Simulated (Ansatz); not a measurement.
Input:

Starting cell, CsPbCl₃ (cubic perovskite):

```
CELL_PARAMETERS angstrom
      5.61855     0.00000     0.00000
      0.00000     5.61855     0.00000
      0.00000     0.00000     5.61855
ATOMIC_POSITIONS crystal
  Cs 0.00000 0.00000 0.00000
  Pb 0.50000 0.50000 0.50000
  Cl 0.00000 0.50000 0.50000
  Cl 0.50000 0.50000 0.00000
  Cl 0.50000 0.00000 0.50000
```

In this cell atom 2 (Pb, nearest neighbour Cl at 2.809 Å; its periodic images, 5.6 Å or more away, move with it) is moved by s along Cartesian [110], unit vector (0.707, 0.707, 0.000); all other atoms and the cell stay fixed.

Computed with PBEsol (plane waves to 420 eV, PAW, scalar-relativistic; Ansatz, an electronic-structure program). k mesh 5×5×5 (Γ-centred), Fermi-Dirac smearing 0.05 eV. Energies are smeared free energies. CsPbCl3 was relaxed with its symmetry unable to fall. Spin-orbit coupling is left out, though Pb is heavy. This is a high-temperature form of CsPbCl3. The zero of ΔE is the undisplaced structure.

The scan covers s from -0.560 to 0.560 Å in 11 points.

Problem. Is this a single well or a double well?

Solution. A single well with its minimum at or next to zero displacement.

Problem. Is the energy the same for equal positive and negative displacements?

Solution. Even: the same for both signs. With its periodic images moving along, the atom's site symmetry in this cell is m-3m.

Problem. What force acts on the atom along the line at s = -0.560 Å?

Solution. 2.82 eV/Å.

Problem. What is the energy change at s = 0.560 Å?

Solution. 610 meV/cell.

Problem. What is the force constant k = d²E/ds² of this move at s = 0?

Solution. 2.51 eV/Å².

(A displaced cell: forces are minus the slopes of the energy, force constants its curvatures, and phonons follow from these.)
